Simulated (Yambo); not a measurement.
AgBr (rock salt, space group Fm-3m, No. 225), G0W0@PBEsol (Yambo, plasmon pole, terminator in G, 4×4×4 mesh): gap L → Γ in eV by bands and screening block.

| bands (W and G) | 2 Ry | 4 Ry | 6 Ry | 8 Ry | 10 Ry |
|---|---|---|---|---|---|
| 27 | 2.09 | 2.03 | 2.04 | … | … |
| 43 | 1.84 | 1.80 | 1.81 | 1.84 | 1.85 |
| 61 | 1.78 | 1.74 | 1.76 | 1.79 | 1.80 |
| 86 | 1.75 | … | 1.73 | 1.77 | 1.78 |
| 114 | 1.74 | 1.69 | 1.72 | 1.76 | 1.78 |

Question: Estimate the withheld gaps from their neighbours; the computed values follow.

Answer: 
- 27, 8 Ry: 2.05
- 27, 10 Ry: 2.06
- 86, 4 Ry: 1.70

The largest settings aren't shown to be the converged limit.

Spin-orbit coupling is not included.

Geometry relaxed with PBEsol; primitive cell a = b = c = 4.0128 Å, α = β = γ = 60.00°.
